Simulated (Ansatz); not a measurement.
Geometry optimisation in Ansatz: input, command and trajectory.

```yaml
crystal:
  lattice:
    - [0.0, 4.3714282068, 4.3714282068]
    - [4.3714282068, 0.0, 4.3714282068]
    - [4.3714282068, 4.3714282068, 0.0]
  atoms:
    - { symbol: Zn, position: [0.25, 0.25, 0.25] }
    - { symbol: Zn, position: [0.0, 0.0, 0.0] }
    - { symbol: In, position: [0.625, 0.625, 0.125] }
    - { symbol: In, position: [0.625, 0.125, 0.625] }
    - { symbol: In, position: [0.125, 0.625, 0.625] }
    - { symbol: In, position: [0.625, 0.625, 0.625] }
    - { symbol: O, position: [0.3804292502, 0.3804292502, 0.3804292502] }
    - { symbol: O, position: [0.8587122495, 0.3804292502, 0.3804292502] }
    - { symbol: O, position: [0.3804292502, 0.8587122495, 0.3804292502] }
    - { symbol: O, position: [0.3804292502, 0.3804292502, 0.8587122495] }
    - { symbol: O, position: [0.8695707498, 0.8695707498, 0.3912877505] }
    - { symbol: O, position: [0.8695707498, 0.3912877505, 0.8695707498] }
    - { symbol: O, position: [0.8695707498, 0.8695707498, 0.8695707498] }
    - { symbol: O, position: [0.3912877505, 0.8695707498, 0.8695707498] }
basis:
  ecutwfc: 500
kpoints:
  mp_grid: { grid: [6, 6, 6] }
hamiltonian:
  xc: r2scan
scf:
  occupations: { method: gaussian, width: 0.02 }
output:
  forces: true
  stress: true
  eigenvalues: true
relax:
  adjacent_minimum: "off"
  f_tol: 0.01
  max_steps: 30
```

```bash
ansatz run input.yaml --threads 4 --pin off --max-ram 10240MiB --backend cpu --events-out ev --progress --plain --runs-dir out
```

All numbers below come from Ansatz, DFT r2SCAN, scalar-relativistic, plane waves, PAW.

The volume is held at 0.94 times that of the relaxed cell.

Of 3 frames 3 are shown, positions in Å and forces in eV/Å; the SCF threshold varies from step to step.

```xyz
14
Lattice="0.0000 4.3714 4.3714 4.3714 0.0000 4.3714 4.3714 4.3714 0.0000" Properties=species:S:1:pos:R:3:forces:R:3 pbc="T T T" step=1 free_energy_over_end_meV_per_atom=0.47
Zn    2.1857    2.1857    2.1857    0.0000    0.0000    0.0000
Zn    0.0000    0.0000    0.0000    0.0000    0.0000    0.0000
In    3.2786    3.2786    5.4643    0.0000    0.0000    0.0000
In    3.2786    5.4643    3.2786    0.0000    0.0000    0.0000
In    5.4643    3.2786    3.2786    0.0000    0.0000    0.0000
In    5.4643    5.4643    5.4643    0.0000    0.0000    0.0000
O     3.3260    3.3260    3.3260   -0.1169   -0.1169   -0.1169
O     3.3260    5.4168    5.4168   -0.1169    0.1169    0.1169
O     5.4168    3.3260    5.4168    0.1169   -0.1169    0.1169
O     5.4168    5.4168    3.3260    0.1169    0.1169   -0.1169
O     5.5118    5.5118    7.6025   -0.1169   -0.1169    0.1169
O     5.5118    7.6025    5.5118   -0.1169    0.1169   -0.1169
O     7.6025    7.6025    7.6025    0.1169    0.1169    0.1169
O     7.6025    5.5118    5.5118    0.1169   -0.1169   -0.1169
14
Lattice="0.0000 4.3714 4.3714 4.3714 0.0000 4.3714 4.3714 4.3714 0.0000" Properties=species:S:1:pos:R:3:forces:R:3 pbc="T T T" step=2 free_energy_over_end_meV_per_atom=0.04
Zn    2.1857    2.1857    2.1857    0.0000    0.0000    0.0000
Zn    0.0000    0.0000    0.0000    0.0000    0.0000    0.0000
In    3.2786    3.2786    5.4643    0.0000    0.0000    0.0000
In    3.2786    5.4643    3.2786    0.0000    0.0000    0.0000
In    5.4643    3.2786    3.2786    0.0000    0.0000    0.0000
In    5.4643    5.4643    5.4643    0.0000    0.0000    0.0000
O     3.3228    3.3228    3.3228   -0.0355   -0.0355   -0.0355
O     3.3228    5.4201    5.4201   -0.0355    0.0355    0.0355
O     5.4201    3.3228    5.4201    0.0355   -0.0355    0.0355
O     5.4201    5.4201    3.3228    0.0355    0.0355   -0.0355
O     5.5085    5.5085    7.6058   -0.0355   -0.0355    0.0355
O     5.5085    7.6058    5.5085   -0.0355    0.0355   -0.0355
O     7.6058    7.6058    7.6058    0.0355    0.0355    0.0355
O     7.6058    5.5085    5.5085    0.0355   -0.0355   -0.0355
14
Lattice="0.0000 4.3714 4.3714 4.3714 0.0000 4.3714 4.3714 4.3714 0.0000" Properties=species:S:1:pos:R:3:forces:R:3 pbc="T T T" step=3 free_energy_over_end_meV_per_atom=0.00
Zn    2.1857    2.1857    2.1857    0.0000    0.0000    0.0000
Zn    0.0000    0.0000    0.0000    0.0000    0.0000    0.0000
In    3.2786    3.2786    5.4643    0.0000    0.0000    0.0000
In    3.2786    5.4643    3.2786    0.0000    0.0000    0.0000
In    5.4643    3.2786    3.2786    0.0000    0.0000    0.0000
In    5.4643    5.4643    5.4643    0.0000    0.0000    0.0000
O     3.3214    3.3214    3.3214    0.0001    0.0001    0.0001
O     3.3214    5.4215    5.4215    0.0001   -0.0001   -0.0001
O     5.4215    3.3214    5.4215   -0.0001    0.0001   -0.0001
O     5.4215    5.4215    3.3214   -0.0001   -0.0001    0.0001
O     5.5071    5.5071    7.6072    0.0001    0.0001   -0.0001
O     5.5071    7.6072    5.5071    0.0001   -0.0001    0.0001
O     7.6072    7.6072    7.6072   -0.0001   -0.0001   -0.0001
O     7.6072    5.5071    5.5071   -0.0001    0.0001    0.0001
```

The run took 65 s on 4 threads of Intel(R) Xeon(R) Processor @ 2.50GHz (Skylake/Cascade Lake), with other jobs on the host, peak memory 1.2 GiB.